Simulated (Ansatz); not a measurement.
Ir (hcp (Mg type), space group No. 194) under volume change, the program Ansatz at the LDA level (PAW), shape and atoms relaxed at each volume.

```tsv
V (Å³/atom)	E − E(relaxed) (meV/atom)	P (GPa)
12.648	170.4	47.90
13.065	71.0	29.01
13.482	16.7	13.21
13.899	0.0	0.01
14.316	14.7	-11.01
14.733	55.7	-20.17
15.150	118.4	-27.78
```

Problem. What does a third-order Birch–Murnaghan fit give for V₀, B₀ and B′?

Solution. V₀ = 13.90 Å³/atom, B₀ = 401 GPa, B′ = 5.0.

Space group P6_3/mmc (hcp (Mg type)). The first step of the workflow began from a Materials Project structure, measured or hypothetical; the Crystallography Open Database copy checked does not list it. It is not the phase usual at ambient conditions (space group No. 225). Symmetry was held in the LDA relaxation; of distortions, only those at the zone centre were tested. The run is not spin-polarised. Scalar-relativistic: spin–orbit coupling is off unless named, which matters more the heavier the elements.

Potentials: the later of the program's two PAW sets.
